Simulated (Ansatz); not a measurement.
# TiN: pressure against volume

TiN, Fm-3m, a = 4.204 Å. Ansatz: PBEsol, PAW, 420 eV, Γ-centred 18×18×18 mesh on 2 atoms, Gaussian smearing 0.10 eV; no spin polarisation. Symmetry fixes shape and atoms, so the cell is only scaled; pressure is positive in compression.

```tsv
V (Å³/atom)	P (GPa)
8.730	21.17
9.008	9.75
9.287	0.00
9.566	?
9.844	-15.45
```

Problem. Take V0 = 9.287 Å³/atom, fit the third-order Birch–Murnaghan form to the other rows, and predict the missing pressure.

Solution. With the Eulerian strain f = ½[(V0/V)^(2/3) − 1] and y = P/[3f(1 + 2f)^(5/2)], the form is the line y = B0 + 1.5 B0 (B0′ − 4) f. Rows (f, y): 0.02105, 302.4; 0.01027, 300.8; -0.01904, 298.1. Means f = 0.004093, y = 300.43; Σ(Δf)² = 0.0008608, ΣΔfΔy = 0.08959; the slope is their ratio. y = 300.0 + 104.1 f GPa, so B0 = 300.0 GPa and B0′ = 4 + 2 × (104.1)/(3 × 300.0) = 4.23. At V = 9.566, f = -0.00977, y = 298.98 and P = -8.34 GPa. The run gave -8.33 GPa, so the fit is 0.01 GPa too low, within twice the rms miss on the fitted rows (0.010 GPa).

Spin polarisation was left out, and a magnetic state may lie lower.